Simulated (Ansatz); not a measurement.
Structure: an ordered 4-atom cell of Na2ClF on the rocksalt lattice (R-3m), at its r2SCAN minimum. Space group R-3m (No. 166), trigonal; conventional cell a = 3.621 Å, c = 17.762 Å, 16.81 Å³ an atom. Around F lie 6 Na at 2.43 Å; around Cl lie 6 Na at 2.71 Å; around Na lie 3 F at 2.43 Å and 3 Cl at 2.71 Å.

```
CELL_PARAMETERS angstrom
1.81069 1.04540 5.92066
-1.81069 1.04540 5.92066
0.00000 -2.09080 5.92066
ATOMIC_POSITIONS crystal
F 0.00000 0.00000 0.00000
Cl 0.50000 0.50000 0.50000
Na 0.26344 0.26344 0.26344
Na 0.73656 0.73656 0.73656
```

4 runs of Ansatz 0.2.0 on this cell differ in the functional (and in the settings that go with it). Levels are in eV from each run's valence top; v1 is the last filled band, c1 the first empty one.

Run A, mean stress 0.0 GPa (compression positive):
```
point     v2     v1    c1    c2
    Γ   0.00   0.00  5.02  8.71
    T  -0.01  -0.01  6.48  7.84
   H₂  -1.52  -1.13  9.32  9.35
    L  -1.30  -0.51  8.67  9.11
```

Run B, mean stress +0.8 GPa (compression positive):
```
point     v2     v1     c1     c2
    Γ   0.00   0.00   6.52  10.15
    T  -0.01  -0.01   8.07   9.22
   H₂  -1.62  -1.17  10.90  10.94
    L  -1.34  -0.54  10.22  10.68
```

Run C, mean stress +0.9 GPa (compression positive):
```
point     v2     v1     c1     c2
    Γ   0.00   0.00   5.78   9.41
    T  -0.01  -0.01   7.31   8.48
   H₂  -1.60  -1.16  10.14  10.18
    L  -1.32  -0.54   9.46   9.93
```

Run D, mean stress +1.9 GPa (compression positive):
```
point     v2     v1    c1    c2
    Γ   0.00   0.00  4.34  7.97
    T  -0.01  -0.01  5.82  7.01
   H₂  -1.49  -1.09  8.62  8.69
    L  -1.27  -0.50  7.94  8.48
```

Question: Match the runs to PBE, r2SCAN, HSE06, PBE0.

Answer: A is r2SCAN, B is PBE0, C is HSE06, D is PBE. In order of the gap: PBE 4.34, r2SCAN 5.02, HSE06 5.78, PBE0 6.52 eV. The stress vanishes for r2SCAN, which relaxed the cell.

No spin polarisation. The prototype was imposed, so other structures may be more stable.

The program warns that its thresholds are loose for a hybrid's stress.
